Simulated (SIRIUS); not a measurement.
# How a calculation on Ge3PbSe4 (Pm, 8 atoms in the cell; from Materials Project mp-1224389) responds to its settings

```xyz
8
Lattice="4.5955 0.0000 0.0000 0.0000 3.9962 0.0000 -0.0095 0.0000 11.4821" Properties=species:S:1:pos:R:3 pbc="T T T"
Ge     0.5744     0.0000    10.0377
Ge     2.8713     1.9981     7.2464
Ge     4.0346     1.9981     1.4353
Pb     1.8727     0.0000     4.4493
Se     2.3392     0.0000     1.5822
Se     4.5411     0.0000     7.4886
Se     2.2580     1.9981     9.7208
Se     4.4484     1.9981     3.9671
```

Base run A: PBEsol, GBRV PBEsol ultrasoft pseudopotentials (SIRIUS 7.12.0), self-consistent single point.

Its settings: parameters.ngridk = 3 3 1; parameters.xc_functionals = [XC_GGA_X_PBE_SOL, XC_GGA_C_PBE_SOL]; parameters.gk_cutoff = 6.325 1/bohr; parameters.pw_cutoff = 14.143 1/bohr; parameters.smearing = gaussian; parameters.smearing_width = 0.000367493 Ha; potentials = GBRV PBEsol ultrasoft pseudopotentials; parameters.electronic_structure_method = pseudopotential; parameters.num_bands = 48; parameters.num_mag_dims = 0; parameters.num_dft_iter = 100; parameters.energy_tol = 1e-07 Ha; parameters.density_tol = 1e-06; mixer.type = anderson; mixer.beta = 0.5; mixer.use_hartree = false.

Spin-orbit coupling is left out, which matters for bands and gaps with elements this heavy. The structure comes from a collection of computed structures, made at another level of theory; the collection holds predicted forms beside known ones.

ΔF is the free energy per atom less that of run A. 

A variant of run A gave: the free energy goes down by 8.2 meV/atom, the pressure goes from -2.34 to 0.79 GPa and the largest force goes from 0.416 to 0.494 eV/Å.

What was changed between the two runs?
A) volume scaled by 1.01
B) volume scaled by 1.02
C) volume scaled by 0.94
D) volume scaled by 1.04

C, volume scaled by 0.94. That run gave: ΔF (meV/atom) -8.2; pressure (GPa) 0.79; largest force (eV/Å) 0.494.

The base and the other variants:

```
change                 ΔF (meV/atom)  pressure (GPa)  largest force (eV/Å)
---------------------  -------------  --------------  --------------------
base                            0.00           -2.34                 0.416
volume scaled by 0.96           -9.0           -0.37                 0.425
volume scaled by 0.98           -6.1           -1.41                 0.388
volume scaled by 0.99           -3.4           -1.89                 0.382
volume scaled by 1.01            4.2           -2.77                 0.473
volume scaled by 1.02            9.0           -3.18                 0.528
volume scaled by 1.04           20.7           -3.93                 0.634
volume scaled by 1.06           34.6           -4.60                 0.734
```
